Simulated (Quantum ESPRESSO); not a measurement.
Zn2AlO3F, finding a planted mistake in a log

A calculation, not a measurement. The program is pw.x of Quantum ESPRESSO 7.5 (plane-wave density functional theory). The cell is made up: 7 atoms on a zincblende/diamond lattice with one site empty, with randomly drawn elements, strain and displacements, not relaxed. PseudoDojo standard norm-conserving files (v0.5 for PBE, v0.4.1 for LDA and PBEsol) set the functional; there is no spin polarisation, spin-orbit coupling or dispersion term, and the masses in the input are unused placeholders.

Intended input:

```
&control calculation='scf', pseudo_dir='./dojo.nc.sr.pbe.v0_5.standard.upf', outdir='./o', disk_io='medium', tprnfor=.true., tstress=.true. /
&system ibrav=0, nat=7, ntyp=4, nbnd=40, ecutwfc=84.00895049, nosym=.true., tot_charge=0,
 occupations='smearing', smearing='fd', degauss=0.0018374661
/
&electrons conv_thr=7.350e-09, electron_maxstep=60, /
ATOMIC_SPECIES
Al 1.0 Al.upf
F 1.0 F.upf
O 1.0 O.upf
Zn 1.0 Zn.upf
CELL_PARAMETERS angstrom
4.6653 0.059 0.0286
0.059 4.6786 -0.0109
0.0286 -0.0109 4.5603
ATOMIC_POSITIONS angstrom
Zn -0.0443 -0.0011 -0.0139
Al 0.0266 2.3168 2.2849
Zn 2.3553 2.3713 -0.0241
O 1.1811 1.1988 1.1633
O 1.2034 3.5283 3.4502
F 3.4981 1.2181 3.4637
O 3.6048 3.5446 1.1663
K_POINTS automatic
4 4 4 1 1 1
```

The log is shortened where brackets say so; the opening notice, blank lines, dates and the lines on written files are dropped, and the path of the files is cut. It prints rydbergs, bohrs and kilobars, and counts compression as positive stress. Where no state is partly filled, the Fermi energy that it prints is only some level between the filled and the empty states on the mesh, and need not lie in the true gap.

Log of the intended run:

```
     Program PWSCF v.7.5
     Parallel version (MPI & OpenMP), running on       1 processor cores
     Number of MPI processes:                 1
     Threads/MPI process:                     1
     [start-up lines left out]
     bravais-lattice index     =            0
     lattice parameter (alat)  =       8.8170  a.u.
     unit-cell volume          =     671.5788 (a.u.)^3
     number of atoms/cell      =            7
     number of atomic types    =            4
     number of electrons       =        68.00
     number of Kohn-Sham states=           40
     kinetic-energy cutoff     =      84.0090  Ry
     charge density cutoff     =     336.0358  Ry
     scf convergence threshold =      7.3E-09
     mixing beta               =       0.7000
     number of iterations used =            8  plain     mixing
     Exchange-correlation= PBE
                           (   1   4   3   4   0   0   0)
     [axes and pseudopotential details left out]
   Cartesian axes
     site n.     atom                  positions (alat units)
         1        Zn     tau(   1) = (  -0.0094947  -0.0002358  -0.0029791  )
         2        Al     tau(   2) = (   0.0057011   0.4965535   0.4897165  )
         3        Zn     tau(   3) = (   0.5048051   0.5082344  -0.0051653  )
         4        O      tau(   4) = (   0.2531420   0.2569356   0.2493270  )
         5        O      tau(   5) = (   0.2579215   0.7562111   0.7394721  )
         6        F      tau(   6) = (   0.7497384   0.2610721   0.7423655  )
         7        O      tau(   7) = (   0.7726071   0.7597046   0.2499700  )
     number of k points=    32  Fermi-Dirac smearing, width (Ry)=  0.0018
                       cart. coord. in units 2pi/alat
        k(    1) = (   0.1226706   0.1234069   0.1274164), wk =   0.0625000
        k(    2) = (   0.1210947   0.1240227   0.3832092), wk =   0.0625000
     [further k points left out]
     Dense  grid:    69835 G-vectors     FFT dimensions: (  54,  54,  54)
     Estimated max dynamical RAM per process >      93.26 MB
     Initial potential from superposition of free atoms
     starting charge      67.9973, renormalised to      68.0000
     Starting wfcs are   40 randomized atomic wfcs
     total cpu time spent up to now is        6.3 secs
     per-process dynamical memory:    70.1 Mb
     Self-consistent Calculation
     iteration #  1     ecut=    84.01 Ry     beta= 0.70
     Davidson diagonalization with overlap
     ethr =  1.00E-02,  avg # of iterations =  4.0
     total cpu time spent up to now is       26.0 secs
     total energy              =    -988.67730145 Ry
     estimated scf accuracy    <       1.78077780 Ry
     iteration #  2     ecut=    84.01 Ry     beta= 0.70
     Davidson diagonalization with overlap
     ethr =  2.62E-03,  avg # of iterations =  3.0
     total cpu time spent up to now is       47.7 secs
     total energy              =    -988.83752939 Ry
     estimated scf accuracy    <       3.84364060 Ry
     [iterations 3 to 10 left out]
     iteration # 11     ecut=    84.01 Ry     beta= 0.70
     Davidson diagonalization with overlap
     ethr =  3.73E-10,  avg # of iterations =  2.0
     total cpu time spent up to now is      182.8 secs
     total energy              =    -989.56596378 Ry
     estimated scf accuracy    <       0.00000002 Ry
     iteration # 12     ecut=    84.01 Ry     beta= 0.70
     Davidson diagonalization with overlap
     ethr =  2.65E-11,  avg # of iterations =  2.6
     total cpu time spent up to now is      199.5 secs
     End of self-consistent calculation
     [lines on levels left out]
     the Fermi energy is     5.6673 ev
!    total energy              =    -989.56596378 Ry
     estimated scf accuracy    <          7.2E-09 Ry
     smearing contrib. (-TS)   =      -0.00000000 Ry
     internal energy E=F+TS    =    -989.56596378 Ry
     The total energy is F=E-TS. E is the sum of the following terms:
     one-electron contribution =    -838.64866721 Ry
     hartree contribution      =     439.76696551 Ry
     xc contribution           =    -128.03373047 Ry
     ewald contribution        =    -462.65053161 Ry
     convergence has been achieved in  12 iterations
     Forces acting on atoms (cartesian axes, Ry/au):
     atom    1 type  4   force =     0.05543782   -0.03822959    0.06180387
     atom    2 type  1   force =     0.06556787    0.06585019   -0.06916721
     atom    3 type  4   force =    -0.05741993    0.06049111    0.07305248
     atom    4 type  3   force =    -0.08031507    0.05522185    0.02537638
     atom    5 type  3   force =    -0.06998667   -0.08579035   -0.05069427
     atom    6 type  2   force =     0.05028151    0.02872317   -0.07252014
     atom    7 type  3   force =     0.03643448   -0.08626638    0.03214887
     Total force =     0.278306     Total SCF correction =     0.000195
     Computing stress (Cartesian axis) and pressure
          total   stress  (Ry/bohr**3)                   (kbar)     P=     -112.10
  -0.00077084  -0.00032307  -0.00026038         -113.39      -47.52      -38.30
  -0.00032307  -0.00079286  -0.00012671          -47.52     -116.63      -18.64
  -0.00026038  -0.00012671  -0.00072243          -38.30      -18.64     -106.27
     init_run     :      5.76s CPU      6.19s WALL (       1 calls)
     electrons    :    181.42s CPU    193.20s WALL (       1 calls)
     forces       :      2.51s CPU      2.53s WALL (       1 calls)
     stress       :      9.52s CPU      9.58s WALL (       1 calls)
     [timing details left out]
     PWSCF        :   3m19.37s CPU   3m31.78s WALL
     JOB DONE.
```

A second run was made from an input with one planted mistake. Its log:

```
     Program PWSCF v.7.5
     Parallel version (MPI & OpenMP), running on       1 processor cores
     Number of MPI processes:                 1
     Threads/MPI process:                     1
     [start-up lines left out]
     bravais-lattice index     =            0
     lattice parameter (alat)  =       8.8170  a.u.
     unit-cell volume          =     671.5788 (a.u.)^3
     number of atoms/cell      =            7
     number of atomic types    =            4
     number of electrons       =        68.00
     number of Kohn-Sham states=           40
     kinetic-energy cutoff     =      84.0090  Ry
     charge density cutoff     =     336.0358  Ry
     scf convergence threshold =      5.9E-03
     mixing beta               =       0.7000
     number of iterations used =            8  plain     mixing
     Exchange-correlation= PBE
                           (   1   4   3   4   0   0   0)
     [axes and pseudopotential details left out]
   Cartesian axes
     site n.     atom                  positions (alat units)
         1        Zn     tau(   1) = (  -0.0094947  -0.0002358  -0.0029791  )
         2        Al     tau(   2) = (   0.0057011   0.4965535   0.4897165  )
         3        Zn     tau(   3) = (   0.5048051   0.5082344  -0.0051653  )
         4        O      tau(   4) = (   0.2531420   0.2569356   0.2493270  )
         5        O      tau(   5) = (   0.2579215   0.7562111   0.7394721  )
         6        F      tau(   6) = (   0.7497384   0.2610721   0.7423655  )
         7        O      tau(   7) = (   0.7726071   0.7597046   0.2499700  )
     number of k points=    32  Fermi-Dirac smearing, width (Ry)=  0.0018
                       cart. coord. in units 2pi/alat
        k(    1) = (   0.1226706   0.1234069   0.1274164), wk =   0.0625000
        k(    2) = (   0.1210947   0.1240227   0.3832092), wk =   0.0625000
     [further k points left out]
     Dense  grid:    69835 G-vectors     FFT dimensions: (  54,  54,  54)
     Estimated max dynamical RAM per process >      93.26 MB
     Initial potential from superposition of free atoms
     starting charge      67.9973, renormalised to      68.0000
     Starting wfcs are   40 randomized atomic wfcs
     total cpu time spent up to now is        9.6 secs
     per-process dynamical memory:    70.1 Mb
     Self-consistent Calculation
     iteration #  1     ecut=    84.01 Ry     beta= 0.70
     Davidson diagonalization with overlap
     ethr =  1.00E-02,  avg # of iterations =  4.0
     total cpu time spent up to now is       37.7 secs
     total energy              =    -988.67730145 Ry
     estimated scf accuracy    <       1.78077780 Ry
     iteration #  2     ecut=    84.01 Ry     beta= 0.70
     Davidson diagonalization with overlap
     ethr =  2.62E-03,  avg # of iterations =  3.0
     total cpu time spent up to now is       57.6 secs
     total energy              =    -988.83752939 Ry
     estimated scf accuracy    <       3.84364060 Ry
     iteration #  3     ecut=    84.01 Ry     beta= 0.70
     Davidson diagonalization with overlap
     ethr =  2.62E-03,  avg # of iterations =  2.0
     total cpu time spent up to now is       73.4 secs
     total energy              =    -989.55027786 Ry
     estimated scf accuracy    <       0.06645384 Ry
     iteration #  4     ecut=    84.01 Ry     beta= 0.70
     Davidson diagonalization with overlap
     ethr =  9.77E-05,  avg # of iterations =  2.5
     total cpu time spent up to now is       96.6 secs
     total energy              =    -989.56458936 Ry
     estimated scf accuracy    <       0.01011473 Ry
     iteration #  5     ecut=    84.01 Ry     beta= 0.70
     Davidson diagonalization with overlap
     ethr =  1.49E-05,  avg # of iterations =  3.7
     total cpu time spent up to now is      122.8 secs
     End of self-consistent calculation
     [lines on levels left out]
     the Fermi energy is     5.6598 ev
!    total energy              =    -989.56514781 Ry
     estimated scf accuracy    <       0.00144433 Ry
     smearing contrib. (-TS)   =      -0.00000000 Ry
     internal energy E=F+TS    =    -989.56514781 Ry
     The total energy is F=E-TS. E is the sum of the following terms:
     one-electron contribution =    -838.62246062 Ry
     hartree contribution      =     439.75723652 Ry
     xc contribution           =    -128.04939209 Ry
     ewald contribution        =    -462.65053161 Ry
     convergence has been achieved in   5 iterations
     Forces acting on atoms (cartesian axes, Ry/au):
     atom    1 type  4   force =     0.05844331   -0.04797826    0.06773457
     atom    2 type  1   force =     0.06780267    0.06791988   -0.07221191
     atom    3 type  4   force =    -0.06215443    0.06566898    0.07827562
     atom    4 type  3   force =    -0.07928485    0.05661574    0.02299727
     atom    5 type  3   force =    -0.07037083   -0.08592023   -0.05175989
     atom    6 type  2   force =     0.04955177    0.02827402   -0.07535572
     atom    7 type  3   force =     0.03601235   -0.08458013    0.03032006
     Total force =     0.287002     Total SCF correction =     0.159173
     SCF correction compared to forces is large: reduce conv_thr to get better values
     Computing stress (Cartesian axis) and pressure
          total   stress  (Ry/bohr**3)                   (kbar)     P=     -105.39
  -0.00071975  -0.00028693  -0.00026054         -105.88      -42.21      -38.33
  -0.00028693  -0.00073476  -0.00014435          -42.21     -108.09      -21.23
  -0.00026054  -0.00014435  -0.00069469          -38.33      -21.23     -102.19
     init_run     :      9.12s CPU      9.47s WALL (       1 calls)
     electrons    :    106.37s CPU    113.24s WALL (       1 calls)
     forces       :      4.22s CPU      4.25s WALL (       1 calls)
     stress       :     15.01s CPU     15.09s WALL (       1 calls)
     [timing details left out]
     PWSCF        :   2m14.94s CPU   2m22.39s WALL
     JOB DONE.
```

Question: what was wrong in the second input?

Answer: the self-consistency threshold is too loose. The input lines that differ, file-writing options aside:

```
- &electrons conv_thr=7.350e-09, electron_maxstep=60, /
+ &electrons conv_thr=5.880e-03, electron_maxstep=60, /
```

|  | intended run | run with the mistake |
| --- | --- | --- |
| free energy (eV) | -13463.731 | -13463.720 |
| smearing term -TS (eV) | 0.0000 | 0.0000 |
| pressure (GPa) | -11.21 | -10.54 |
| largest force component (eV/Å) | 2.218 | 2.209 |
| largest change of a force component (eV/Å) |  | 0.251 |
| iterations | 12 | 5 |

For scale, a rerun of the intended cell at 1437 eV and a 6 x 6 x 6 mesh moved values by no more than 0.002 eV in energy, 0.03 GPa in stress and 0.002 eV/Å in force.